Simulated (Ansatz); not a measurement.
Relaxed-ion elastic tensor of B (bcc (W type), Im-3m) in GPa (Voigt order), the program Ansatz at the r²SCAN level (PAW); density 2.97 g/cm³, 6.03 Å³ per atom.

|  | 1 | 2 | 3 | 4 | 5 | 6 |
|---|---|---|---|---|---|---|
| 1 | -212 | 469 | 469 | 0.0 | 0.0 | 0.0 |
| 2 | 469 | -212 | 469 | 0.0 | 0.0 | 0.0 |
| 3 | 469 | 469 | -212 | 0.0 | 0.0 | 0.0 |
| 4 | 0.0 | 0.0 | 0.0 | -93.0 | 0.0 | 0.0 |
| 5 | 0.0 | 0.0 | 0.0 | 0.0 | -93.0 | 0.0 |
| 6 | 0.0 | 0.0 | 0.0 | 0.0 | 0.0 | -93.0 |

Task: Is the crystal mechanically stable?

Result: No: the smallest eigenvalue of C is -681 GPa.

A made-up cell: these elements were put on the sites of a structure type; neither database checked (COD, Materials Project) lists it. It is not the phase usual at ambient conditions (space group No. 166). Symmetry was held in the r²SCAN relaxation. At this level the phase is mechanically unstable. As this level gives no gap, shear constants depend on the k-mesh and smearing (Fermi–Dirac, 0.1 eV here).

Potentials: the earlier of the program's two PAW sets.
